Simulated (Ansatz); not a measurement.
AlIr:
```
CELL_PARAMETERS angstrom
      1.41390    -4.77202     0.00000
      1.41390     4.77202     0.00000
      0.00000     0.00000     4.14152
ATOMIC_POSITIONS crystal
  Al 0.58580 0.41420 0.25000
  Ir 0.84886 0.15114 0.25000
  Al 0.41420 0.58580 0.75000
  Ir 0.15114 0.84886 0.75000
```

Relaxed with r²SCAN.

### Question
Map the electron localisation function on the plane through (0.586, 0.414, 0.250) spanned by u = [1, 1, 0] and v = [1, -1, 0] in lattice vectors, from DFT-r²SCAN in the program Ansatz with PAW potentials.

### Answer
x is the fraction of u, y of v (the angle between them is 90°; rows are the nearest grid lines); atoms in the plane: Al at (0.00, 0.00), Al at (0.50, 0.50), Ir at (0.00, 0.26), Ir at (0.50, 0.76).
```
|00001455655410000|
|00024665556642000|
|33566665556666533|
|77765544444556777|
|54445799999754445|
|54347996469974345|
|54358996469985345|
|43335789998753334|
|22334455555443322|
|33445677877654433|
|34445544444554443|
|55542000000024555|
|66542000000024566|
|55666653335666655|
|44567777777776544|
|66654556665545666|
|89997434543479998|
|46998534543589964|
|89997434443479998|
|76654333333345667|
|77665433233456677|
|44455444344455444|
|00013454445431000|
|00001455655410000|
```
Scale: ten equal steps from 0.009 (start of '0') to 0.688 (end of '9'), in the order '0123456789'; x runs from 0.000 to 1.00, y from 0.000 (bottom) to 1.00 (top).

The density is the valence pseudo-density with augmentation charge, so density and ELF within about 1 Å of a nucleus are not all-electron values.

Space group Cmcm. The start of the workflow was typed in or built on a structure type; neither database checked (COD, Materials Project) lists it. Its standing as an ambient phase is unchecked. Symmetry was held in the r²SCAN relaxation; its stability against distortions is not shown here. No spin polarisation was allowed. Scalar-relativistic: spin–orbit coupling is off unless named, which matters more the heavier the elements.

Potentials: the later of the program's two PAW sets.
